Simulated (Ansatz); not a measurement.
**Random displacements in AlGa$_{3}$N$_{4}$**

Theory: DFT r2SCAN, scalar-relativistic, plane waves, PAW in Ansatz. Cutoff 500 eV, Γ-centred 6×6×6 k-points, Gaussian smearing of 0.05 eV. No spin polarisation. Energies are free energies at this smearing, counted from the undisturbed cell; pressure is positive in compression.

Reference structure (as given, not relaxed at this level, and it needn't be the usual structure):

```xyz
8
Lattice="4.4717 0.0000 0.0000 0.0000 4.4717 0.0000 0.0000 0.0000 4.4717" Properties=species:S:1:pos:R:3 pbc="T T T"
Al    0.0000    0.0000    0.0000
Ga    2.2358    2.2358    0.0000
Ga    2.2358    0.0000    2.2358
Ga    0.0000    2.2358    2.2358
N     3.3793    3.3793    1.0924
N     3.3793    1.0924    3.3793
N     1.0924    3.3793    3.3793
N     1.0924    1.0924    1.0924
```

The atoms are displaced (Å, in the unstrained cell):

| atom | ux | uy | uz |
| --- | --- | --- | --- |
| Al1 | 0.045 | -0.199 | 0.096 |
| Ga2 | -0.066 | -0.051 | -0.111 |
| Ga3 | 0.204 | 0.263 | 0.146 |
| Ga4 | -0.171 | -0.206 | -0.173 |
| N5 | -0.104 | -0.021 | -0.035 |
| N6 | 0.167 | 0.054 | 0.088 |
| N7 | -0.006 | 0.062 | -0.122 |
| N8 | -0.069 | 0.097 | 0.111 |

Strain (Voigt, engineering shear): (0.0148, -0.0049, -0.0091, 0.0106, -0.0075, 0.0139).

Q: What are the energy change, the stress and the forces?

A: ΔE = 346.9 meV/atom; stress (xx, yy, zz, yz, xz, xy; compression positive) (4.52, 2.55, 6.24, 1.83, -5.62, -2.91) GPa; gap on the mesh 1.55 eV.
| atom | Fx (eV/Å) | Fy | Fz |
| --- | --- | --- | --- |
| Al1 | 1.10 | 1.54 | -0.83 |
| Ga2 | -0.88 | 1.76 | 0.93 |
| Ga3 | -4.23 | -4.40 | -2.29 |
| Ga4 | 0.05 | 5.44 | 2.15 |
| N5 | -0.07 | 0.17 | 0.67 |
| N6 | -0.79 | -0.42 | 2.04 |
| N7 | 0.65 | -0.49 | 0.77 |
| N8 | 4.18 | -3.60 | -3.46 |

Cost: 1 run of about 2.2 core-minutes, on Arm Neoverse V2 (shared hosts).